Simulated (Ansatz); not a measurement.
In:
```
In
1.0
    2.60024    -4.35201     0.00000
    2.60024     4.35201     0.00000
    0.00000     0.00000     5.11168
In
4
Direct
  0.84365   0.15635   0.91427
  0.34365   0.65635   0.58573
  0.15635   0.84365   0.08573
  0.65635   0.34365   0.41427
```

Relaxed with r²SCAN. Special points in fractions of this cell's reciprocal vectors: Γ (0.000, 0.000, 0.000); Y (-0.500, 0.500, 0.000); C0 (-0.339, 0.661, 0.000); Σ0 (0.339, 0.339, 0.000); Z (0.000, 0.000, 0.500); A0 (0.339, 0.339, 0.500); E0 (-0.339, 0.661, 0.500); T (-0.500, 0.500, 0.500); S (0.000, 0.500, 0.000); R (0.000, 0.500, 0.500).

Q: List the band energies nearest the Fermi level at these points for r²SCAN with spin–orbit coupling in the plane-wave PAW code Ansatz.

A: In eV from the Fermi level; about four levels below and three above (degenerate sets whole), none deeper than 8.9 eV; points with the same levels are listed once.

```csv
k,below,above
Γ,-1.58 -1.58 -0.62 -0.62,0.88 0.88 0.91 0.91
Y,-1.52 -1.52 -1.22 -1.22,1.13 1.13 1.34 1.34
C0,-0.24 -0.24 -0.16 -0.16,1.10 1.10 1.99 1.99
Z,-0.19 -0.19 -0.19 -0.19,0.09 0.09 0.09 0.09
A0,-2.96 -2.96 -2.95 -2.95,3.24 3.24 3.35 3.35
T,-0.86 -0.86 -0.86 -0.86,5.73 5.73 5.73 5.73
S,-1.18 -1.18 -1.18 -1.18,0.92 0.92 0.92 0.92
R,-1.35 -1.35 -1.33 -1.33,0.61 0.61 0.67 0.67
```

Space group Cmce. The start of the workflow was typed in or built on a structure type; neither database checked (COD, Materials Project) lists it. It is not the phase usual at ambient conditions (space group No. 139). The cell was relaxed with r²SCAN under the symmetry of its start; its stability against distortions is not shown here.

Potentials: the earlier of the program's two PAW sets.
